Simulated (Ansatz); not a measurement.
Input and command of a calculation in Ansatz (plane waves; scalar-relativistic PAW potentials unless the input names others):

```yaml
crystal:
  lattice:
    - [-0.067659022, 4.0588164555, 4.0336575331]
    - [3.9659985111, 0.0, 3.9659985111]
    - [4.0336575331, 4.0588164555, -0.067659022]
  atoms:
    - { symbol: K, position: [0.7541365945, 0.7458634055, 0.7541365945] }
    - { symbol: Ca, position: [0.3070431039, 0.1929568961, 0.3070431039] }
    - { symbol: In, position: [0.001596446, -0.001596446, 0.001596446] }
    - { symbol: W, position: [0.4978517721, 0.5021482279, 0.4978517721] }
    - { symbol: O, position: [0.7124739106, 0.2695679792, 0.2563079048] }
    - { symbol: O, position: [0.2563079048, 0.7616502055, 0.7124739106] }
    - { symbol: O, position: [0.7124739106, 0.7616502055, 0.2563079048] }
    - { symbol: O, position: [0.2563079048, 0.2695679792, 0.7124739106] }
    - { symbol: O, position: [0.2577239623, 0.7422760377, 0.2577239623] }
    - { symbol: O, position: [0.7286363628, 0.2713636372, 0.7286363628] }
basis:
  ecutwfc: 420
kpoints:
  mp_grid: { grid: [6, 6, 6] }
hamiltonian:
  xc: pbesol
  pseudopotentials: { kind: nc }
scf:
  occupations: { method: gaussian, width: 0.05 }
  max_iter: 80
output:
  forces: true
  eigenvalues: true
  stress: true
magnetization:
  spin_polarized: true
  spin_orbit: true
```

```bash
ansatz run input.yaml --threads 2 --pin off --max-ram 5120MiB --backend cpu --events-out ev --progress --plain --runs-dir out
```

Task: Will this input run?

Result: The program refuses it, because of spin-orbit coupling on scalar files and without noncollinear: true (magnetization: not typed → {"spin_polarized": true, "spin_orbit": true}; hamiltonian.pseudopotentials: not typed → {"kind": "nc"}). Without those keys it is accepted.

Abridged log:
```
Error: 2 input errors — fix all and re-run
  1. inconsistent input (magnetization.spin_orbit, magnetization.noncollinear): true requires noncollinear: true — spin–orbit coupling acts on 2-spinor wavefunctions; set both flags
  2. inconsistent input (magnetization.spin_orbit, hamiltonian.pseudopotentials.kind): true requires a fully-relativistic hamiltonian.pseudopotentials.kind (nc_fr or paw_fr), or kind: all_electron without datasets and azcp, which then solves Dirac's equation on LAPW. paw_fr resolves this project's PAW files (source: ansatz) by j as it reads them
```